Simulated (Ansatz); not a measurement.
## Rh: from a starting cell to a relaxed one

The start is a generated cell, Rh built in the hcp structure type. The cell and all atomic positions are relaxed at zero pressure with PBEsol (plane waves to 420 eV, PAW, scalar-relativistic; Ansatz, a first-principles code). First-step values are on the input's coarse k-mesh.

Ansatz input (later rounds restart from its end on a renewed k-mesh):
Ansatz 0.2 input:
```yaml
crystal:
  lattice:
    - [2.6921808, 0, 0]
    - [-1.3460904, 2.331497, 0]
    - [0, 0, 4.371009]
  atoms:
    - { symbol: Rh, position: [0.33333333, 0.66666667, 0.25] }
    - { symbol: Rh, position: [0.66666667, 0.33333333, 0.75] }
basis: { ecutwfc: 420, ecutrho_ratio: 4, xc_grid: 2, fft_grid_basis: typed }
kpoints: { mp_grid: { grid: [14, 14, 8] } }
hamiltonian:
  xc: pbesol
  dispersion: none
  pseudopotentials: { kind: paw }
scf: { occupations: { method: fermi_dirac, width: 0.05 } }
relax: { f_tol: 0.01, max_steps: 100, cell: { stress_tol: 0.02 } }
output: { forces: true, stress: true }
```

Initial pressure: -3.4 GPa (negative: the cell is under tension)
Outcome: The space group stays P6₃/mmc (No. 194) (the run could not lower it); the end is hcp (Mg type), with 2 atoms in the primitive cell
Volume change: -1.2 %, from 13.72 to 13.56 Å³/atom
Optimiser moves: 6

Final values are on a 20×20×11 k-mesh of the relaxed cell. No spin polarisation in the result.

The run could not lose the symmetry of its start, so the end can be a saddle point.

All atoms sit on sites fixed by symmetry, so only the cell could relax.

The relaxed structure here is a generated cell of Rh: the first start was made by placing the elements on the sites of a structure type, and the end was not matched to a known phase here, so it may be hypothetical. Known forms of Rh include space group No. 225.
